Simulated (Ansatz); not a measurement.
Input file for Ansatz (a program for electronic structure):

Ansatz 0.2 input:
```yaml
crystal:
  lattice:
    - [3.5843603615, 0.0, 0.0]
    - [-1.7921801808, 3.1041471294, 0.0]
    - [0.0, 0.0, 5.4631109065]
  atoms:
    - { symbol: Sc, position: [0.3333333333, 0.6666666667, 0.5253927927] }
    - { symbol: Sn, position: [0.6666666667, 0.3333333333, 0.0057492585] }
    - { symbol: C, position: [0.3333333333, 0.6666666667, 0.1101897883] }
    - { symbol: N, position: [0.6666666667, 0.3333333333, 0.6086581605] }
kpoints:
  mp_grid: { grid: [9, 9, 5] }
hamiltonian:
  xc: r2scan
  pseudopotentials: { azcp: { folder: ./paw }, kind: paw }
scf:
  occupations: { method: fixed }
checkpoint: { read: static.run }
output: { write_density: true, elf: true, volumetric_format: npy }
basis: { fft_grid_basis: typed }
```

Output (shortened):

```
Pseudopotential: Sc, paw, valence charge 11
Pseudopotential: Sn, paw, valence charge 14
Pseudopotential: C, paw, valence charge 4
Pseudopotential: N, paw, valence charge 5
Functional definition: r2SCAN
Crystal: 4 atoms, lattice volume = 60.785 Å³
Basis set: ecut = 500 eV, 1531 PW (Γ), exchange–correlation on 108×108×160 points (64 copies of the dense FFT grid, shifted against one another)
Bands: 21, of which v1, the nominal top of the filled ones, is band 17 counted from 1 (16 counted from 0)
Symmetry: 6 space group operations
Space group: P3m1 (ITA 156), of the structure as read, at distance tolerance 3.9e-5 Å
k-points: 50 of 405 (time reversal used)
Stability of the state it starts from, as read at its close in the unpolarized treatment …
iter 1 solved again at ethr=1.01e-7 eV; its pass at ethr=3.10e-3 eV (dr2=3.45e-5 eV) is discarded
SCF iter   1: F=—  HF=-8817.646246 eV  |F-HF|=—  |Δ(HF+E_count)|=         —  Δρ=6.45e-7  dr2=3.07e-10  dr2_τ=2.62e-11  ethr=1.01e-7  ⟨swp⟩=3.2  Hψ=7388  notcnv=0  defer=94
preconditioner: auto → Resta (q_TF=auto, 2.477 Å⁻¹)
SCF iter   2: F=-8817.646246 eV  HF=-8817.646246 eV  |F-HF|=1.00e-10  |Δ(HF+E_count)|=   3.09e-8  Δρ=4.43e-7  dr2=1.46e-10  dr2_τ=2.07e-11  ethr=1.00e-12  ⟨swp⟩=9.1  Hψ=4924  notcnv=0
SCF 1 converged in 2 iterations: F = -8817.646246 eV  dr2 = 1.46e-10
SCF converged after 2 iterations
Free energy (F): -8817.646246 eV
Harris-Foulkes:  -8817.646246 eV  (|F-HF|=1.00e-10)
Internal energy: -8817.646246 eV  (E = F + TS)
E sigma→0 (E₀):  -8817.646246 eV
Fermi energy:    9.663262 eV
--- Per-component energies (eV) ---
  E_band       = -230.525090
  E_kinetic    = 589.932760
  E_local      = -2095.934893  (includes V_loc(G=0)·N_el)
  E_nonlocal   = 342.596524
  E_hartree    = 901.183662
  E_xc         = -302.683509
  E_vxc        = -346.881421  (∫ρ·V_xc dr)
  E_paw        = -5626.380312  (= ΣΔE_a)
  E_vpaw       = -543.520855  (= ΣTr[D̂ρ^β])
  E_aug_tail   = 0.000114  (compensation charges beyond the density's cutoff)
  E_vtau       = 20.915064  (kinetic-family band-sum trace: ∫τ·v_τ [+ j·A + Jᵃ·Aᵃ] dr)
  E_ewald      = -2626.803082
  E_core_change = 0.442491  (= ΣΔE_core)
  E_smearing   =  0.000000  (= −TS)
  E_closure    =  0.000000  (closes the sum)
  Σ components = -8817.646246   (vs F -8817.646246, Δ=0.00e0)
  [band-id]    e_kinetic+e_local+e_nonlocal+2·e_hartree+e_vxc+e_vpaw+e_augmentation_tail+e_vtau = -230.525383   (vs E_band -230.525090, Δ=-2.93e-4)
--- Band table (eV; the first three rows and the last of 50) ---
  k-point 0: bands = ["-40.4670", "-18.2049", "-18.0628", "-18.0628", "-11.6552", "-11.5331", "-11.5331", "-11.4146", "-11.4146", "-4.7364", "-2.1907", "4.7145", "7.1867", "7.1867", "9.4803", "9.6633", "9.6633", "11.8392", "13.7573", "13.7573", "14.1910"]
  k-point 1: bands = ["-40.4670", "-18.2061", "-18.0628", "-18.0628", "-11.6531", "-11.5331", "-11.5331", "-11.4146", "-11.4146", "-4.6583", "-2.3380", "4.9162", "7.1975", "7.1975", "9.0047", "9.6239", "9.6239", "12.1511", "13.8921", "13.8921", "14.6489"]
  k-point 2: bands = ["-40.4670", "-18.2080", "-18.0628", "-18.0628", "-11.6497", "-11.5332", "-11.5332", "-11.4146", "-11.4146", "-4.5114", "-2.5912", "5.2887", "7.2151", "7.2151", "8.3161", "9.5631", "9.5631", "12.8115", "14.1255", "14.1255", "14.4418"]
  k-point 49: bands = ["-40.4480", "-18.2627", "-18.1758", "-18.1752", "-11.5674", "-11.5453", "-11.4843", "-11.4313", "-11.3992", "-3.6735", "0.0082", "2.6959", "5.2831", "7.2072", "7.7505", "7.9701", "8.7209", "12.1689", "13.1352", "13.8430", "15.4786"]
```

Cost: about 13 core-seconds (a rough figure) on shared cores.

The start of the workflow was typed in or built on a structure type; neither database checked (COD, Materials Project) lists it. Its standing as an ambient phase is unchecked. The cell was relaxed with r²SCAN under the symmetry of its start; its stability against distortions is not shown here. The run is not spin-polarised. Spin–orbit coupling is left out wherever it is not named.

Potentials: the earlier of the program's two PAW sets.

Ansatz is a plane-wave DFT program.
